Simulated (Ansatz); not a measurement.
ZrPt$_{3}$:
```yaml
crystal:
  lattice:
    - [3.99685, 0.00000, 0.00000]
    - [0.00000, 3.99685, 0.00000]
    - [0.00000, 0.00000, 3.99685]
  atoms:
    - { symbol: Zr, position: [0.00000, 0.00000, 0.00000] }
    - { symbol: Pt, position: [0.50000, 0.50000, 0.00000] }
    - { symbol: Pt, position: [0.00000, 0.50000, 0.50000] }
    - { symbol: Pt, position: [0.50000, 0.00000, 0.50000] }
```

Relaxed with PBEsol. Special points in fractions of this cell's reciprocal vectors: Γ (0.000, 0.000, 0.000); X (0.000, 0.500, 0.000); M (0.500, 0.500, 0.000); R (0.500, 0.500, 0.500).

Question: List the band energies nearest the Fermi level at these points for DFT-PBEsol in the program Ansatz with PAW potentials.

Answer: In eV from the Fermi level; about four levels below and three above (degenerate sets whole), none deeper than 8.9 eV; points with the same levels are listed once.

```tsv
k	below	above
Γ	-1.19 -0.63 -0.63 -0.63	1.37 1.37 1.37
X	-1.93 -0.62 -0.13 -0.13	1.17 1.28 3.51
M	-3.47 -3.47 -3.14 -2.93 -2.68	0.62 0.62 0.79 0.79
R	-1.09 -1.09 -1.09 -0.53 -0.53 -0.53	1.28 1.28 1.28
```

Space group Pm-3m (Cu3Au type). The first step of the workflow began from a Materials Project structure, measured or hypothetical; the Crystallography Open Database files this formula in space group No. 221, but the cells were not matched. Whether it is the stable phase at ambient conditions was not checked. The PBEsol relaxation kept the symmetry of its start; whether a distortion lowers the energy is not shown. No spin polarisation was allowed. Scalar-relativistic: spin–orbit coupling is off unless named, which matters more the heavier the elements.

Potentials: the later of the program's two PAW sets.
